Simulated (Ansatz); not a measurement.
Cu2WSe4:
```yaml
crystal:
  lattice:
    - [-2.76358, 2.76358, 5.44012]
    - [2.76358, -2.76358, 5.44012]
    - [2.76358, 2.76358, -5.44012]
  atoms:
    - { symbol: Cu, position: [0.00000, 0.50000, 0.50000] }
    - { symbol: Cu, position: [0.50000, 0.00000, 0.50000] }
    - { symbol: W, position: [0.00000, 0.00000, 0.00000] }
    - { symbol: Se, position: [0.88645, 0.37221, 0.00000] }
    - { symbol: Se, position: [0.62779, 0.62779, 0.51424] }
    - { symbol: Se, position: [0.37221, 0.88645, 0.00000] }
    - { symbol: Se, position: [0.11355, 0.11355, 0.48576] }
```

Plane-wave PAW r²SCAN+D4 (Ansatz code) gives a gap of 1.42 eV without spin–orbit coupling, maximum at X, minimum at M.

Task: What happens when spin–orbit coupling is switched on?

Result: The gap falls by 0.05 eV, to 1.37 eV; maximum at X, minimum on the M–S line, 17 % of the way from M.

Space group I-42m. The workflow started from a Materials Project entry (that database holds measured and hypothetical structures alike); the Crystallography Open Database copy checked does not list it. Whether it is the stable phase at ambient conditions was not checked. The cell was relaxed with r²SCAN+D4 under the symmetry of its start; whether a distortion lowers the energy is not shown. The run is not spin-polarised.

Potentials: the later of the program's two PAW sets.
